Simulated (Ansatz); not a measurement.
Mg2Sn (antifluorite type, space group Fm-3m)

```xyz
3
Lattice="0.0000 3.3730 3.3730 3.3730 0.0000 3.3730 3.3730 3.3730 0.0000" Properties=species:S:1:pos:R:3 pbc="T T T"
Sn     0.0000     0.0000     0.0000
Mg     1.6865     1.6865     1.6865
Mg     5.0595     5.0595     5.0595
```

Grid over V/V₀ and (c/a)/(c/a)₀, subscript 0 meaning the relaxed cell; the conventional c axis lies along z; no internal relaxation.

Method: PBEsol (plane waves to 420 eV, PAW, scalar-relativistic; Ansatz, a first-principles code). k mesh 12×12×12 (Γ-centred), Fermi-Dirac smearing 0.05 eV. Compression counts positive. With partly filled bands, the response to shear is sensitive to the k mesh, so small differences along c/a are uncertain. At this level the bands of Mg2Sn touch or barely overlap; measurements give the solid a gap. Mg2Sn was relaxed with its symmetry unable to fall.

At one point of the scan the stress tensor (GPa) is:

```
   -2.6      0.0      0.0
    0.0     -2.6      0.0
    0.0      0.0      0.8
```

Question: Which point is it?
A) V/V₀ = 1.040, (c/a)/(c/a)₀ = 0.920
B) V/V₀ = 0.980, (c/a)/(c/a)₀ = 0.960
C) V/V₀ = 0.980, (c/a)/(c/a)₀ = 0.920
D) V/V₀ = 1.020, (c/a)/(c/a)₀ = 0.960

Answer: A, V/V₀ = 1.040, (c/a)/(c/a)₀ = 0.920

(A scan under strain: stresses follow from slopes of the energy per volume, elastic moduli from its curvatures.)
